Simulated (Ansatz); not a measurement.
Sb2S3:
```cif
data_S12Sb8
_chemical_formula_sum 'Sb8 S12'
_space_group_name_H-M_alt 'Pnma'
_space_group_IT_number 62
_space_group_name_Hall '-P 2ac 2n'
_cell_length_a 11.16145
_cell_length_b 3.84509
_cell_length_c 10.94246
_cell_angle_alpha 90.000
_cell_angle_beta 90.000
_cell_angle_gamma 90.000
loop_
_space_group_symop_operation_xyz
  'x, y, z'
  '-x, -y, -z'
  '-x+1/2, -y, z+1/2'
  'x+1/2, y, -z+1/2'
  'x+1/2, -y+1/2, -z+1/2'
  '-x+1/2, y+1/2, z+1/2'
  '-x, y+1/2, -z'
  'x, -y+1/2, z'
loop_
_atom_site_label
_atom_site_type_symbol
_atom_site_symmetry_multiplicity
_atom_site_Wyckoff_symbol
_atom_site_fract_x
_atom_site_fract_y
_atom_site_fract_z
_atom_site_occupancy
Sb1 Sb 4 c 0.47894 0.25000 0.32626 1
Sb2 Sb 4 c 0.15445 0.25000 0.53435 1
S1 S 4 c 0.28881 0.25000 0.19367 1
S2 S 4 c 0.05066 0.75000 0.37336 1
S3 S 4 c 0.12453 0.25000 0.94139 1
```

Relaxed with PBE+D3(BJ).

**Question.** Which orbitals make up the states near the band edges in PBE+D3(BJ) (plane waves, PAW; program Ansatz)?

**Answer.** Top 1 eV of the valence band: S 3p 76 %, Sb 5s 13 %, Sb 5p 8 %. Bottom 1 eV of the conduction band: Sb 5p 59 %, S 3p 25 %, S 3s 8 %, outside the projected shells 6 %. Projections are on Löwdin-orthogonalised atomic valence shells; empty p or d shells of many metals are not among them.

**Question.** Tabulate the density of states.

**Answer.** States/eV per cell of 20 atoms, in 0.25 eV bins, energy from the valence-band maximum.

```tsv
E (eV)	total	S 3p	Sb 5p	Sb 5s
-7.85	4.90	0.99	0.17	2.64
-7.60	3.73	0.75	0.15	1.94
-7.35	1.63	0.30	0.05	0.86
-7.10	2.09	0.38	0.07	1.07
-6.85	2.72	0.50	0.10	1.36
-6.60	1.47	0.27	0.04	0.72
-6.35	0.74	0.15	0.01	0.34
-6.10	0.01	0.00	0.00	0.00
-5.85	0.00	0.00	0.00	0.00
-5.60	0.87	0.49	0.34	0.00
-5.35	7.81	4.48	2.99	0.03
-5.10	6.17	3.62	2.31	0.04
-4.85	6.90	4.09	2.45	0.13
-4.60	15.20	9.26	5.10	0.24
-4.35	12.61	7.84	4.10	0.20
-4.10	9.27	5.84	2.94	0.14
-3.85	13.96	8.78	4.42	0.26
-3.60	12.82	8.18	3.99	0.21
-3.35	15.09	9.57	4.64	0.33
-3.10	13.90	8.96	4.08	0.32
-2.85	15.06	9.90	4.13	0.38
-2.60	14.96	9.95	3.94	0.45
-2.35	15.16	10.45	3.68	0.44
-2.10	14.38	10.37	2.97	0.45
-1.85	11.49	9.06	1.69	0.28
-1.60	16.41	13.97	1.48	0.44
-1.35	17.34	15.03	1.25	0.58
-1.10	16.52	13.80	1.28	0.98
-0.85	12.96	10.35	1.06	1.19
-0.60	15.87	12.04	1.31	2.07
-0.35	19.07	14.15	1.52	2.89
-0.10	4.20	3.12	0.30	0.65
0.15	0.00	0.00	0.00	0.00
0.40	0.00	0.00	0.00	0.00
0.65	0.00	0.00	0.00	0.00
0.90	0.00	0.00	0.00	0.00
1.15	0.04	0.01	0.02	0.00
1.40	3.00	0.59	1.82	0.09
1.65	8.38	1.97	4.97	0.24
1.90	9.44	2.31	5.58	0.22
2.15	12.91	3.51	7.50	0.23
2.40	11.41	3.17	6.74	0.19
2.65	17.47	5.29	9.91	0.30
2.90	15.82	4.99	8.87	0.25
3.15	14.93	4.82	8.26	0.22
3.40	14.43	4.64	8.05	0.18
3.65	11.13	3.70	6.01	0.14
3.90	15.14	5.11	8.05	0.19
4.15	14.87	4.92	7.73	0.16
4.40	10.44	3.39	5.17	0.11
4.65	12.62	3.84	5.80	0.08
4.90	13.82	3.85	5.86	0.08
5.15	9.13	2.56	3.72	0.07
5.40	2.28	0.45	0.66	0.01
5.65	6.33	0.85	0.90	0.02
5.90	4.62	0.65	0.63	0.01
```

The PBE+D3(BJ) relaxation kept the symmetry of its start. Spin–orbit coupling is left out wherever it is not named.

Potentials: the later of the program's two PAW sets.
